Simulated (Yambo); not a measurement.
**Convergence of the G0W0 gap of BP**

G0W0@PBEsol for BP (zinc blende, space group F-43m, No. 216) in Yambo. Reference settings: 6×6×6 Γ-centred k mesh, 84 bands and a 14 Ry block in the screening, 84 bands in G with the Bruneval-Gonze terminator, plasmon pole fitted at 27.2 eV. The PBEsol gap Γ → X on this mesh is 1.21 eV; G0W0 gaps are taken between the same points.

| change from the reference | G0W0 gap Γ → X (eV) | shift of the valence edge (eV) | rough Yambo cost |
|---|---|---|---|
| reference settings | 2.06 | -0.72 | 1 |
| 26 bands in G | 2.07 | -0.72 | – |
| wavefunctions cut at 25 Ry | 2.06 | -0.72 | within a factor of two |
| no point-group symmetry | 2.06 | -0.73 | about 5× |
| 26 bands in G, no terminator | 1.94 | -0.26 | – |
| no terminator | 2.04 | -0.66 | – |

The reference isn't shown to be the converged limit. Costs are rough (shared machines), scaled to the same edge states, and given only for runs that recompute the screening. The mesh misses a band edge: along a dense path the PBEsol gap is 1.12 eV against 1.21 eV on the mesh.

Geometry relaxed with PBEsol; primitive cell a = b = c = 3.197 Å, α = β = γ = 60.00°.

A shift is the quasiparticle energy of the state minus its PBEsol energy.
